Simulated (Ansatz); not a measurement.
Consider the following.

Ti₃Sn:
```cif
data_Sn4Ti12
_chemical_formula_sum 'Ti12 Sn4'
_space_group_name_H-M_alt 'Cmcm'
_space_group_IT_number 63
_space_group_name_Hall '-C 2c 2'
_cell_length_a 5.69572
_cell_length_b 10.37924
_cell_length_c 4.69201
_cell_angle_alpha 90.000
_cell_angle_beta 90.000
_cell_angle_gamma 90.000
loop_
_atom_site_label
_atom_site_type_symbol
_atom_site_symmetry_multiplicity
_atom_site_Wyckoff_symbol
_atom_site_fract_x
_atom_site_fract_y
_atom_site_fract_z
_atom_site_occupancy
Ti1 Ti 4 c 0.00000 0.17722 0.25000 1
Ti2 Ti 8 g 0.25864 0.42651 0.25000 1
Sn1 Sn 4 c 0.00000 0.66744 0.25000 1
```
(The calculation used a cell of 8 atoms; values per cell refer to that cell.)

This is the PBEsol-relaxed structure.

**Question.** All from DFT-PBEsol in the program Ansatz with PAW potentials, unless another level is named. Give the formation energy from the elements (no fitted shifts).

**Answer.** -0.34 eV/atom.

**Question.** Next, the density of states at the Fermi level?

**Answer.** 0.85 states/eV per atom (mean over ±0.08 eV).

The workflow started from a Materials Project entry (that database holds measured and hypothetical structures alike); the Crystallography Open Database copy checked does not list it. Its standing as an ambient phase is unchecked. The PBEsol relaxation kept the symmetry of its start; its stability against distortions is not shown here. The run is not spin-polarised. The references are the lowest solids computed at this level, not always the standard phases. Spin–orbit coupling is left out wherever it is not named.

Potentials: the later of the program's two PAW sets.
